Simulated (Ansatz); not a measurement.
input.yaml (Ansatz)

```yaml
crystal:
  lattice:
    - [0.0, 2.7311418687, 2.7311418687]
    - [2.7311418687, 0.0, 2.7311418687]
    - [2.7311418687, 2.7311418687, 0.0]
  atoms:
    - { symbol: Rh, position: [0.125, 0.125, 0.125], spin: 1.0 }
    - { symbol: Rh, position: [0.875, 0.875, 0.875], spin: 1.0 }
hamiltonian:
  xc: mr2scan
  pseudopotentials:
    kind: paw
    azcp:
      Rh: "pseudopotentials/Rh.paw.azcp"
basis:
  ecutwfc: 500
  fft_grid_basis: typed
kpoints:
  mp_grid: { grid: [16, 16, 16], shift: [0, 0, 0] }
magnetization:
  spin_polarized: true
scf:
  occupations: { method: fermi_dirac, width: 0.05 }
output:
  stress: true
```

Output

```
Engine: ansatz 0.2.0, aarch64-unknown-linux-gnu
Pseudopotentials: kind: paw
Pseudopotential: Rh, paw, valence charge 17, recommended cutoff 500 eV (meta_gga) 
Functional definition: m-r2SCAN
  exchange = m_r2scan_x
  correlation = m_r2scan_c
Crystal: 2 atoms, lattice volume = 40.744 Å³
Basis set: ecut = 500 eV, 1037 PW (Γ), exchange–correlation on 120×120×120 points (64 copies of the dense FFT grid, shifted against one another)
Bands: 22, of which v1, the nominal top of the filled ones, is band 17 counted from 1 (16 counted from 0)
Symmetry: 48 space group operations
Space group: Fd-3m (ITA 227), of the structure as read, at distance tolerance 3.4e-5 Å
Magnetic group: BNS 227.128 (UNI 1630), of the structure as read, at distance tolerance 3.4e-5 Å
k-points: 145 of 4096
Non-local potential: Rh, projectors of the file, l = 0: 3, l = 1: 2, l = 2: 2, l = 3: 1
PAW form: soft (Blöchl's): semilocal exchange-correlation on the pseudo side does not see the compensation charge
PAW frozen core: Rh, regenerated for the run's functional (the file was generated under x = pbe(κ = 0.804, μ = 0.2195149727645171), c = pbe(β = 0.06672455060314922))
PAW one-centre angular grid: Rh, 590 points (default); XC on 160 Gauss nodes
Initial density: superposition of atomic densities (chi_scale 0.1, normalization cell)
Starting moments: Σ|m| = 2 μB on 2 of 2 sites
Initial wavefunctions: pseudopotential atomic-orbital guess
Functional: x = mr2scan, c = mr2scan; τ floored in thin density (d = 2e-4 eV/Å³)
SCF iter   1: F=—  HF=-12828.480839 eV  |F-HF|=—  |Δ(HF+E_count)|=         —  Δρ=4.41e-2 (↑4.41e-2 ↓2.70e-2)  dr2=1.45e0  dr2_τ=2.02e-2  dr2_m=1.01e-1  M=1.232 μB ∫|m|=1.232 μB  β_m=0.78  ethr=3.10e-3  ⟨swp⟩=6.2  Hψ=28381  notcnv=0
Mixer restart at iter 1: flushing history
spin=Collinear: Kerker preconditioning applied to the charge; magnetization (m = ρ↑ − ρ↓) channel mixes plain (no charge-response kernel on spin).
SCF iter   2: F=—  HF=-12828.139405 eV  |F-HF|=—  |Δ(HF+E_count)|=   3.41e-1  Δρ=2.49e-2 (↑2.49e-2 ↓1.91e-2)  dr2=5.71e-1  dr2_τ=8.05e-3  dr2_m=1.56e-2  M=1.077 μB ∫|m|=1.077 μB  β_m=0.86  ethr=3.10e-3  ⟨swp⟩=2.0  Hψ=9897  notcnv=0  defer=11  κ⁻¹=1.0e0(r=1)
SCF iter   3: F=—  HF=-12828.133266 eV  |F-HF|=—  |Δ(HF+E_count)|=   6.14e-3  Δρ=8.87e-3 (↑8.87e-3 ↓6.82e-3)  dr2=4.40e-2  dr2_τ=1.56e-3  dr2_m=9.55e-4  M=0.822 μB ∫|m|=0.826 μB  β_m=1.00  ethr=1.68e-3  ⟨swp⟩=2.1  Hψ=10340  notcnv=0  defer=11  κ⁻¹=5.5e-2(r=2)
SCF iter   4: F=—  HF=-12828.368341 eV  |F-HF|=—  |Δ(HF+E_count)|=         —  Δρ=2.12e-2 (↑2.11e-2 ↓2.12e-2)  dr2=1.62e-2  dr2_τ=1.46e-2  dr2_m=1.57e-1  M=0.064 μB ∫|m|=0.078 μB  β_m=0.33  ethr=1.29e-4  ⟨swp⟩=2.6  Hψ=12121  notcnv=0  defer=11
Mixer restart at iter 4: flushing history
SCF iter   5: F=—  HF=-12828.332930 eV  |F-HF|=—  |Δ(HF+E_count)|=   3.54e-2  Δρ=1.42e-2 (↑1.40e-2 ↓1.42e-2)  dr2=1.04e-2  dr2_τ=9.44e-4  dr2_m=6.78e-2  M=0.085 μB ∫|m|=0.089 μB  β_m=0.57  ethr=4.76e-5  ⟨swp⟩=1.0  Hψ=6404  notcnv=0  defer=11  κ⁻¹=1.0e0(r=1)
...
SCF iter  16: F=—  HF=-12828.312592 eV  |F-HF|=—  |Δ(HF+E_count)|=   1.25e-7  Δρ=2.77e-6 (↑2.63e-6 ↓2.77e-6)  dr2=1.38e-9  dr2_τ=7.94e-11  dr2_m=2.20e-9  M=-0.000 μB ∫|m|=0.000 μB  β_m=0.53  ethr=3.06e-11  ⟨swp⟩=2.1  Hψ=11638  notcnv=0  defer=11  κ⁻¹=8.0e-6(r=8)
SCF iter  17: F=—  HF=-12828.312592 eV  |F-HF|=—  |Δ(HF+E_count)|=   1.93e-8  Δρ=1.13e-6 (↑1.09e-6 ↓1.13e-6)  dr2=6.23e-10  dr2_τ=2.96e-11  dr2_m=1.38e-10  M=-0.000 μB ∫|m|=0.000 μB  β_m=0.45  ethr=4.06e-12  ⟨swp⟩=2.2  Hψ=11592  notcnv=0  defer=11  κ⁻¹=1.5e-6(r=8)
SCF iter  18: F=-12828.312592 eV  HF=-12828.312592 eV  |F-HF|=2.26e-10  |Δ(HF+E_count)|=   4.48e-9  Δρ=8.41e-7 (↑7.01e-7 ↓8.41e-7)  dr2=9.48e-10  dr2_τ=1.47e-11  dr2_m=2.07e-11  M=0.000 μB ∫|m|=0.000 μB  ethr=1.83e-12  ⟨swp⟩=1.0  Hψ=18962  notcnv=0
SCF 1 converged in 18 iterations: F = -12828.312592 eV  dr2 = 9.48e-10
WARN: the starting moments were not kept: the SCF closed with an absolute magnetisation of 1.1e-5 μB, where they sum to 2 μB in size (2 sites). That is at most 0.1 of that sum. Measured as dr2_m measures the in/out step, that magnetisation stands 1.2e-11 eV from none, at or under the dr2_threshold of 1.0e-7 eV: it is no larger than a step whose dr2_m would equal this threshold. The system may hold no moment; this SCF shows only that its start led to no more than that. To try another start: raise the starting moments (crystal.atoms[].spin, magnetization.per_species, magnetization.initial_magnetization, or on a non-collinear deck that types none of these the spinor_matrix: blocks that start its atoms; where the total moment is fixed, keep their sum and leave initial_magnetization as it is; typed ones take the place of any that the run laid by itself, positive ones on a crystal's lanthanoids without a Hubbard term where scf.initial_density.shell_occupations: [] is typed) or, if the notice of its spin-set hold's release reads "site moments contracting" or "site moments show no strong build", lengthen the hold (scf.mixing.spin_hold: { on: { confirm: 4 } }; for m-r²SCAN on two components see the key's manual first). Each may lead to a state that holds a moment. A second SCF, from the converged charge density, with the starting moments and any scf.initial_density.shell_occupations laid on it anew, would have followed, and was not run: the deck does not ask for one (magnetization.retry_lost_moments is false, the default). To let it run, set magnetization.retry_lost_moments: true and run the deck again, where that key's refused combinations let it; where memory then withholds it, that run's warning says so.
this state was not tested for a lower state beside it, because the mixer in use, unlike msr1, does not test its closes by its own steps (another_mixer; see scf.mixing.algorithm and scf.lower_state_search)
SCF converged after 18 iterations
Magnetization: 0.0000 μB (17.0000 up, 17.0000 down)
Absolute magnetization: 0.0000 μB (∫|ρ↑−ρ↓|, with the PAW one-centre terms)
Spin contamination: 0.0000 ħ² per cell (⟨S²⟩ above its minimum at these occupations)
Per-site moments (μB) at R_I (Å): [(2.4049352548918065e-6, 0.9756607738488203), (2.4049352549768825e-6, 0.9756607738488203)]
Free energy (F): -12828.312592 eV
Harris-Foulkes:  -12828.312592 eV  (|F-HF|=2.26e-10)
Internal energy: -12828.287263 eV  (E = F + TS)
E sigma→0 (E₀):  -12828.299928 eV
Entropy (-TS):   -0.025329 eV (-12.664 meV/atom)
Fermi energy:    13.686880 eV
--- Per-component energies (eV) ---
  E_band       = -498.307943
  E_kinetic    = 1143.796477
  E_local      = -4660.384608  (includes V_loc(G=0)·N_el)
  E_nonlocal   = 715.314339
  E_hartree    = 1718.145875
  E_xc         = -430.336163
  E_vxc        = -623.570600  (∫ρ·V_xc dr)
  E_paw        = -7210.096426  (= ΣΔE_a)
  E_vpaw       = -552.168356  (= ΣTr[D̂ρ^β])
  E_aug_tail   = 0.001146  (compensation charges beyond the density's cutoff)
  E_vtau       = 42.409441  (kinetic-family band-sum trace: ∫τ·v_τ [+ j·A + Jᵃ·Aᵃ] dr)
  E_ewald      = -4103.987985
  E_core_change = -0.739919  (= ΣΔE_core)
  E_smearing   = -0.025329  (= −TS)
  E_closure    = 0.000000  (closes the sum)
  Σ components = -12828.312592   (vs F -12828.312592, Δ=0.00e0)
--- Stress (GPa, compression-positive) ---
       -0.189247      -0.000000      -0.000000
       -0.000000      -0.189247      -0.000000
        0.000000      -0.000000      -0.189247
  P = ⅓ Tr σ = -0.1892 GPa (-1.892 kbar)
```
